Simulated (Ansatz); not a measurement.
# YTiGe: do energies and stresses tell the same story?

Theory: DFT PBEsol, scalar-relativistic, plane waves, PAW (Ansatz 0.2.0).

Cutoff 420 eV; k points 10×10×6 on the computed 6-atom cell (Γ-centred); Gaussian smearing, width 0.10 eV; no spin polarisation.

Relaxed cell: P4/nmm, a = 4.011 Å, b = 4.011 Å, c = 7.590 Å, α = 90.00°, β = 90.00°, γ = 90.00°, 6 atoms in the primitive cell. Whether it is the stable form of this composition wasn't checked.

Energies at zero smearing and pressures from the stress tensor, at volumes with shape and atoms relaxed:
| V (Å³/atom) | E − E(first) (meV/atom) | P (GPa) |
| --- | --- | --- |
| 17.908 | 0.00 | 15.64 |
| 18.518 | -50.18 | 10.78 |
| 19.129 | -83.20 | 6.61 |
| 19.739 | -101.49 | 3.04 |
| 20.350 | -107.14 | -0.01 |
| 20.960 | -102.05 | -2.60 |
| 21.571 | -87.87 | -4.78 |
| 22.385 | -57.49 | -7.08 |

Task: Check P = −dE/dV between neighbouring volumes, and get the bulk modulus from the pressures alone.

Result: With 1 eV/Å³ = 160.2 GPa:
| middle V (Å³/atom) | −ΔE/ΔV (GPa) | mean P (GPa) |
| --- | --- | --- |
| 18.213 | 13.170 | 13.211 |
| 18.823 | 8.665 | 8.699 |
| 19.434 | 4.800 | 4.828 |
| 20.044 | 1.484 | 1.517 |
| 20.655 | -1.336 | -1.305 |
| 21.265 | -3.723 | -3.692 |
| 21.978 | -5.980 | -5.929 |

The two differ by 0.05 GPa at most. The mean of two end pressures misses the average over a step by about ΔV² P″/12, up to 0.06 GPa here; with that taken off 0.02 GPa remains. Around V = 20.350 Å³/atom, the two neighbours give B = −V ΔP/ΔV = 20.350 × 5.65 / 1.221 = 94.1 GPa, against B0 = 93.0 GPa from the Birch–Murnaghan fit of the energies.